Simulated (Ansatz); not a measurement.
# Bi2S3 — ²⁰⁹Bi nuclear quadrupole resonance

Cell: a COD entry (listed for 5.9 GPa) whose atoms were relaxed with PBE, the cell held.

Space group Pnma (No. 62); a = 10.7580, b = 3.8833, c = 10.6500 Å.

| site | Wyckoff | site symmetry | x | y | z |
| --- | --- | --- | --- | --- | --- |
| Bi1 | 4c | .m. | 0.9952 | 0.2500 | 0.6773 |
| Bi5 | 4c | .m. | 0.3239 | 0.2500 | 0.4719 |
| S9 | 4c | .m. | 0.0511 | 0.2500 | 0.1288 |
| S13 | 4c | .m. | 0.3757 | 0.2500 | 0.0584 |
| S17 | 4c | .m. | 0.2228 | 0.2500 | 0.7985 |

One atom of each set is listed.

Level of theory: DFT, PBE, plane waves and PAW, scalar-relativistic, 420 eV cutoff, Γ-centred 3×7×3 k-points, Fermi–Dirac smearing 0.02 eV (Ansatz 0.2.0).

²⁰⁹Bi: I = 9/2, Q = -516.0 mb (year-2017 value). Static lattice, zero field.

(1) Predict the zero-field ²⁰⁹Bi lines of each site.

Answers

(1) For I = 9/2 and η = 0 the lines are |C_Q|/24 times 1, 2, 3 and 4; η shifts the lowest up most.

```csv
site,atoms,V_zz (10²¹ V/m²),C_Q (MHz),η,line frequencies (MHz)
Bi1,4,-2.17,27.1,0.01,"1.13, 2.26, 3.39, 4.52"
Bi5,4,-10.45,130,0.18,"6.85, 10.5, 16.2, 21.7"
```

At this cell the PBE pressure is 8 GPa, so with PBE the cell would grow if it were relaxed. Spin–orbit coupling is left out, which shifts gradients on Bi by a few per cent in wide-gap crystals, and can shift them far more where the calculated gap is small or absent, as here. Newer work puts Q(²⁰⁹Bi) near −420 mb, which would lower these couplings by about a fifth.

The relaxation (4 steps) took 3.1 min of wall time (6 min of CPU time) and 1.4 GiB at its peak, on 2 threads of Intel Xeon Processor @ 2.50GHz (Skylake/Cascade Lake) (x86_64; 62 cores open to the job, memory cap 5.0 GiB, no GPU), a shared host with a load of 0.8 a core.
